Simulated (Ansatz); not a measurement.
An element in the sc structure gives these cold pressures by all-electron LAPW under LDA (Ansatz 0.2.0, scalar-relativistic, no spin polarisation).

| V (Å³/atom) | P (GPa) |
| --- | --- |
| 25.91 | 0.03 |
| 23.32 | 3.30 |
| 20.73 | 8.71 |
| 18.14 | 17.89 |
| 15.55 | 34.1 |
| 12.96 | 64.2 |
| 10.36 | 126.3 |

**Question.** Which element is it?

**Answer.** Mg. Its zero-pressure volume in this structure is near 25.9 Å³/atom; the volume and the steepness of P(V) together point to it, though neighbours can come close. This is the case that was computed; others weren't tested.
